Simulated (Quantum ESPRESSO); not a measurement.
# Kohn-Sham bands of AlInSb₂ (P-4m2)

```yaml
crystal:
  lattice:
    - [4.50617, 0.00000, 0.00000]
    - [0.00000, 4.50617, 0.00000]
    - [0.00000, 0.00000, 6.34882]
  atoms:
    - { symbol: Al, position: [0.00000, 0.00000, 0.00000] }
    - { symbol: In, position: [0.50000, 0.50000, 0.50000] }
    - { symbol: Sb, position: [0.00000, 0.50000, 0.23337] }
    - { symbol: Sb, position: [0.50000, 0.00000, 0.76663] }
```

Materials Project entry mp-1228890; symmetrised, unrelaxed at this level. Not found in the COD (Crystallography Open Database) copy used; not checked further. Level: PBEsol, no spin polarisation, no spin-orbit coupling; pw.x of Quantum ESPRESSO at 64 Ry with PseudoDojo potentials, 8×8×6 k-points, Wannier90. Density: 8×8×6 mesh, Gaussian smearing 0.01 Ry. Spin-orbit coupling is left out although heavy elements are present.

### Question
List the Kohn-Sham levels between −8 and 3.4 eV relative to the valence-band maximum at the high-symmetry points, as a band run of pw.x on that density gives them (levels within 2 meV counted together).

### Answer
```tsv
point	k (reciprocal lattice)	levels (eV)
Γ	0.000 0.000 0.000	-5.65, -2.25 (×2), -0.17, 0.00 (×2), 0.38, 1.28, 1.34, 3.01 (×2), 3.05
X	0.000 0.500 0.000	-4.82, -4.56, -2.84, -2.61, -1.29, -0.80, 1.89, 2.46
M	0.500 0.500 0.000	-5.73, -5.56, -2.29, -2.17 (×2), -2.06, 0.86, 1.23 (×2), 1.80
Z	0.000 0.000 0.500	-3.76, -3.15, -1.67 (×2), -1.16 (×2), 1.38, 1.63, 2.61, 2.91
R	0.000 0.500 0.500	-5.60, -5.30, -1.26, -0.98, -0.89, -0.70, 0.61, 0.92
A	0.500 0.500 0.500	-5.53, -5.44, -3.00, -2.81, -2.68 (×2)
```
